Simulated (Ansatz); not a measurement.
The calculation used DFT PBE, scalar-relativistic, plane waves, PAW in Ansatz 0.2.0. Settings: cutoff 420 eV, Γ-centred meshes spaced at most about 0.3 Å⁻¹ (2π included), Gaussian smearing. No spin polarisation in the final relaxations.

Temperature and zero-point effects are left out. All come from trial cells, and lower structures may exist.

Task: Order these relaxed structures of Sn₃GeO₄ by energy, lowest first, with the energy over the lowest of them.
A.

```xyz
8
Lattice="2.7163 -2.7087 0.0000 2.7163 2.7087 0.0000 -0.0998 0.0000 9.8756" Properties=species:S:1:pos:R:3 pbc="T T T"
Sn    1.3075    0.0000    8.6320
Sn    1.3226    0.0000    3.5377
Sn    4.0227    0.0000    6.2875
Ge    3.8359    0.0000    1.3780
O     2.7580    1.3081    2.3760
O     2.6630   -1.3554    7.4575
O     2.6630    1.3554    7.4575
O     2.7580   -1.3081    2.3760
```

B.

```xyz
8
Lattice="3.9665 -3.7131 0.0000 3.9665 3.7131 0.0000 -3.9074 0.0000 5.1140" Properties=species:S:1:pos:R:3 pbc="T T T"
Sn    3.9772    0.0000    1.3254
Sn    2.0087    1.8292    3.7189
Sn    2.0087   -1.8292    3.7189
Ge   -0.2807    0.0000    1.4776
O     0.0641   -1.5792    2.5548
O     0.0641    1.5792    2.5548
O     2.3959    0.0000    2.7001
O     5.8688    0.0000    2.4067
```

Result: B (0 meV/atom), A (13 meV/atom). Forms: B Cm; A Cm. Counting O atoms around Ge and Sn (those within 1.25 times the shortest such distance or 1.15 times the sum of covalent radii, 1.27 where that leaves under three; a plus sign parts nearer from farther groups; a slash parts the counts of unlike sites): B has Sn 2+2/4, Ge 3; A has Sn 4, Ge 2+2.

Weakly bound directions are ill-defined at this level, which has no dispersion term (Cm at 18.8 Å³/atom, Cm at 18.2 Å³/atom), and this can change margins and order among such cells. Some candidate types were left out of the draw beforehand, so a known form may be missing.
